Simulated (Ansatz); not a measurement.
A distorted cell of WB2 (space group P6_3/mmc):

```
CELL_PARAMETERS angstrom
      2.98262     0.00000     0.00000
     -1.49131     2.58303     0.00000
      0.00000     0.00000    13.85588
ATOMIC_POSITIONS crystal
  B  0.33333 0.66667 0.52759
  B  0.66667 0.33333 0.48107
  B  0.66667 0.33333 0.02759
  B  0.33333 0.66667 0.98107
  B  0.00000 0.00000 0.24758
  B  0.00000 0.00000 0.74758
  B  0.66667 0.33333 0.24866
  B  0.33333 0.66667 0.74866
  W  0.33333 0.66667 0.13538
  W  0.66667 0.33333 0.86434
  W  0.66667 0.33333 0.63538
  W  0.33333 0.66667 0.36434
```

Method: LDA (plane waves to 420 eV, PAW, scalar-relativistic; Ansatz, a program for electronic structure). k mesh 14×14×3 (Γ-centred), Fermi-Dirac smearing 0.05 eV. Compression counts positive. With partly filled bands, energies and forces of such displacements shift with the k mesh and the smearing. Spin-orbit coupling is left out, though W is heavy. WB2 is run without spin polarisation. WB2 was relaxed with its symmetry unable to fall.

**Question.** Predict the force on every atom, in eV/Å.

**Answer.** 
```csv
atom,Fx,Fy,Fz
B1,0.000,0.000,-1.104
B2,0.000,0.000,-1.152
B3,0.000,0.000,-1.104
B4,0.000,0.000,-1.152
B5,0.000,0.000,0.629
B6,0.000,0.000,0.629
B7,0.000,0.000,0.352
B8,0.000,0.000,0.352
W9,0.000,0.000,0.734
W10,0.000,0.000,0.540
W11,0.000,0.000,0.734
W12,0.000,0.000,0.540
```

**Question.** What is the stress tensor (GPa)?

**Answer.** 
```
    0.3      0.0      0.0
    0.0      0.3      0.0
    0.0      0.0      1.4
```
The pressure, a third of the trace, is 0.6 GPa.

(For displaced atoms, the force is minus the slope of the energy, and its curvature is a force constant, which sets phonon frequencies.)
